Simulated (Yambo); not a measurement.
A G0W0@PBEsol run in Yambo for a free-standing CuI monolayer (symmetry P4/nmm, slab cell 16.4 Å high) (4×4×1 Γ-centred k mesh, bands 9 to 186 and a 7 Ry block in the screening, 186 bands in G with the Bruneval-Gonze terminator, plasmon pole fitted at 27.2 eV, slab-truncated Coulomb interaction, stochastic integration of W near q = 0) gives these matrix elements, in eV, at the band edges (Γ → Γ):

| state | E0 | <Vxc> | <Σx> | <Σc(E0)> | Z |
|---|---|---|---|---|---|
| valence edge | 0.000 | -21.854 | -26.700 | 3.617 | 0.755 |
| conduction edge | 2.152 | -8.878 | -4.911 | -2.974 | 0.817 |

Question: Solve the linearised quasiparticle equation for both states, give the gap, and say how exchange and correlation each act on it.

Answer: E = E0 + Z(Σx + Σc − Vxc). Valence: 0.000 + 0.755 × (-26.700 + (3.617) − (-21.854)) = -0.93 eV. Conduction: 2.152 + 0.817 × (-4.911 + (-2.974) − (-8.878)) = 2.96 eV. The gap is 3.89 eV, against 2.15 eV in PBEsol. Replacing Vxc by bare exchange alone would open it by 8.81 eV; correlation takes back 6.59 eV of that, and Z scales what is left. Nearest settings tried, and what they do to the gap: 122 bands in G: +20 meV; 122 bands in W, 122 bands in G: +56 meV; 6 Ry block (433 vectors against 567): +32 meV. Not varied: mesh, cell height. So the settings aren't converged at that level. Spin-orbit coupling is left out, which matters for elements this heavy: edges can move by tenths of an eV. The filled Cu 3d shell has no Hubbard U; semilocal functionals place it too high.

Geometry relaxed with PBEsol; primitive cell a = 4.0004 Å, b = 4.0004 Å, c = 16.4000 Å, α = 90.00°, β = 90.00°, γ = 90.00°.

This is a model layer cut from the bulk structure; whether it is stable on its own was not checked.
